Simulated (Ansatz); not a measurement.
Data:

NiGe₂:
```yaml
crystal:
  lattice:
    - [-1.69985, 1.69985, 3.97008]
    - [1.69985, -1.69985, 3.97008]
    - [1.69985, 1.69985, -3.97008]
  atoms:
    - { symbol: Ni, position: [0.00000, 0.00000, 0.00000] }
    - { symbol: Ge, position: [0.33791, 0.33791, 0.00000] }
    - { symbol: Ge, position: [0.66209, 0.66209, 0.00000] }
```

This is the PBE-relaxed structure.

**Question.** All from DFT-PBE in the program Ansatz with PAW potentials, unless another level is named. Predict the electronic character.

**Answer.** metallic (no gap).

**Question.** What about the formation energy from the elements (no fitted shifts)?

**Answer.** 0.14 eV/atom.

**Question.** Next, the density of states at the Fermi level?

**Answer.** 0.56 states/eV per atom (mean over ±0.08 eV).

Space group I4/mmm (MoSi2 or CaC2 type). The cell is a constructed one: a structure type filled with these elements; neither database checked (COD, Materials Project) lists it. Its standing as an ambient phase is unchecked. The cell was relaxed with PBE under the symmetry of its start; whether a distortion lowers the energy is not shown. The workflow began spin-polarised and lost its moments. The references are the lowest solids computed at this level, not always the standard phases. Scalar-relativistic: spin–orbit coupling is off unless named, which matters more the heavier the elements.

Potentials: the later of the program's two PAW sets.
